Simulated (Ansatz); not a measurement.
Relaxed-ion elastic tensor of Mg (simple cubic, Pm-3m) in GPa (Voigt order), r²SCAN (plane waves, PAW; program Ansatz); density 1.50 g/cm³, 26.86 Å³ per atom.

```
      1     2     3      4      5      6
-  ----  ----  ----  -----  -----  -----
1  67.3   3.0   3.0    0.0    0.0    0.0
2   3.0  67.3   3.0    0.0    0.0    0.0
3   3.0   3.0  67.3    0.0    0.0    0.0
4   0.0   0.0   0.0  -14.2    0.0    0.0
5   0.0   0.0   0.0    0.0  -14.2    0.0
6   0.0   0.0   0.0    0.0    0.0  -14.2
```

Question: Is the crystal mechanically stable?

Answer: No: the smallest eigenvalue of C is -14.2 GPa.

A made-up cell: these elements were put on the sites of a structure type; neither database checked (COD, Materials Project) lists it. It is not the phase usual at ambient conditions (space group No. 194). Symmetry was held in the r²SCAN relaxation. At this level the phase is mechanically unstable. As this level gives no gap, shear constants depend on the k-mesh and smearing (Fermi–Dirac, 0.1 eV here).

Potentials: the later of the program's two PAW sets.
